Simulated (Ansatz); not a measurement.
CeO$_{2}$:
```yaml
crystal:
  lattice:
    - [5.10785, 0.00000, 0.00000]
    - [0.00000, 5.10785, 0.00000]
    - [0.00000, 0.00000, 3.62277]
  atoms:
    - { symbol: Ce, position: [0.50000, 0.50000, 0.50000] }
    - { symbol: Ce, position: [0.00000, 0.00000, 0.00000] }
    - { symbol: O, position: [0.81221, 0.18779, 0.50000] }
    - { symbol: O, position: [0.18779, 0.81221, 0.50000] }
    - { symbol: O, position: [0.31221, 0.31221, 0.00000] }
    - { symbol: O, position: [0.68779, 0.68779, 0.00000] }
```

Relaxed with r²SCAN. Special points in fractions of this cell's reciprocal vectors: Γ (0.000, 0.000, 0.000); X (0.000, 0.500, 0.000); M (0.500, 0.500, 0.000); Z (0.000, 0.000, 0.500); R (0.000, 0.500, 0.500); A (0.500, 0.500, 0.500).

Task: List the band energies nearest the valence-band maximum at these points for r²SCAN (plane waves, PAW; program Ansatz).

Result: In eV from the valence-band maximum; about four levels below and three above (degenerate sets whole), none deeper than 8.9 eV; points with the same levels are listed once.

```tsv
k	below	above
Γ	-0.46 -0.46 -0.34 0.00	2.42 2.42 2.50
X	-0.74 -0.74 -0.53 -0.53	2.41 2.41 2.56 2.56
M	-0.59 -0.59 -0.59 -0.59	2.34 2.34 2.54 2.54
Z	-0.68 -0.68 -0.11 -0.11	2.50 2.50 2.59 2.59
R	-0.73 -0.73 -0.40 -0.40	2.44 2.44 2.49 2.49
A	-0.71 -0.71 -0.46 -0.46	2.47 2.47 2.47 2.47
```

Space group P4_2/mnm (rutile). The workflow started from a Materials Project entry (that database holds measured and hypothetical structures alike); the Crystallography Open Database copy checked does not list it. It is not the phase usual at ambient conditions (space group No. 225). The r²SCAN relaxation kept the symmetry of its start; its stability against distortions is not shown here. The run is not spin-polarised. The 4f shell is in the valence. No Hubbard U is applied. Spin–orbit coupling is left out wherever it is not named.

Potentials: the later of the program's two PAW sets.
